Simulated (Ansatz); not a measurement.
PbSe (rock salt), conventional cell a = 6.102 Å, b = 6.102 Å, c = 6.102 Å, α = 90.00°, β = 90.00°, γ = 90.00°. The calculation uses the primitive cell of 2 atoms, to which meshes and values per cell refer.

This relaxed cell (volume V₀) is scaled evenly in all directions, its shape held. Symmetry pins the atoms to their sites.

Calculation: PBEsol (plane waves to 420 eV, PAW, scalar-relativistic; Ansatz, an electronic-structure program). k mesh 10×10×10 (Γ-centred), Fermi-Dirac smearing 0.05 eV. Energies are smeared free energies. PbSe was relaxed with its symmetry unable to fall. Spin-orbit coupling is left out, though Pb is heavy. The zero of ΔE is the relaxed starting cell.

Q: Estimate the ΔE (eV/atom) for V/V₀ = 0.917, 0.983, 1.017, 1.033, 1.083, 1.100.

A: 
| V/V₀ | ΔE (eV/atom) |
|---|---|
| 0.917 | 0.0387 |
| 0.983 | 0.0014 |
| 1.017 | 0.0012 |
| 1.033 | 0.0048 |
| 1.083 | 0.0282 |
| 1.100 | 0.0396 |

(Under strain, the slope of the energy per volume gives the stress and its curvature an elastic modulus.)
